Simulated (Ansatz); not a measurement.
Formation energy of EuSe2, relaxed from a CdCl2-type start to space group Fm-3m (read at 0.02 Å)

Level of theory: DFT, PBEsol, scalar-relativistic, collinear spin; plane waves to 420 eV with PAW datasets (Ansatz 0.2.0), Γ-centred 8×8×8 mesh, 0.05 eV Gaussian smearing; PAW files: Ansatz's generated set soft_2.

The structure was built from a prototype; whether the compound forms in it isn't claimed.

The structure is cubic, space group Fm-3m (No. 225). Conventional cell: a = 6.855 Å, b = 6.855 Å, c = 6.855 Å, α = 90.00°, β = 90.00°, γ = 90.00°. Around Eu (site symmetry m-3m) lie 8 Se at 2.97 Å. Around Se (site symmetry -43m) lie 4 Eu at 2.97 Å. (Shells end 15 % past the nearest neighbour.)

The elements were computed in their standard states with the same datasets, cutoff and functional. The compound's run is ferromagnetic, with site spin moments Eu 6.42; Se -0.10 μB. Absolute energies hang on the potentials; compare differences alone.

Energy of the relaxed cell (3 atoms, smearing extrapolated to zero): -19516.278 eV. Elements, in eV/atom: Eu -8664.407, Se -5424.207.

**Question.** What is the formation energy?

**Answer.** [-19516.278 − (1 × -8664.407 + 2 × -5424.207)] / 3 = -1.15 eV/atom, or -111 kJ per mole of atoms.

The value is for 0 K, without zero-point energy. Uncorrected semilocal values for oxides, chalcogenides and halides often miss by tenths of an eV an atom. A negative value shows stability against the elements alone, not against other compounds or structures.

Without a U the 4f levels of Eu lie too near the Fermi level, so their share of the states there, and what hangs on it, is overstated. Spin–orbit coupling, which matters for such heavy elements, is left out. The run wasn't fully tested for a lower electronic state. Site moments are of spin, integrated over atomic spheres. No antiparallel order was tried.
